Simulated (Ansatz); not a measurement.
TiC (rock salt, Fm-3m) at seven volumes, plane-wave PAW r²SCAN (Ansatz code), scaled uniformly. One row is withheld.

```tsv
V (Å³/atom)	P (GPa)
9.225	29.77
9.529	?
9.833	8.48
10.137	0.00
10.441	-7.31
10.746	-13.61
11.050	-19.03
```

Problem. Fit the shown pressures and predict the withheld one.

Solution. P = (3/2)B₀(x^(7/2) − x^(5/2))[1 + (3/4)(B′ − 4)(x − 1)] with x = (V₀/V)^(2/3). Least squares on the six rows gives V₀ = 10.137 Å³/atom, B₀ = 262 GPa, B′ = 3.97. At V = 9.529, x = 1.0421 and P = 18.32 GPa. The run itself gave 18.33 GPa.

Symmetry was held in the r²SCAN relaxation; of distortions, only those at the zone centre were tested. The run is not spin-polarised.

Potentials: the earlier of the program's two PAW sets.
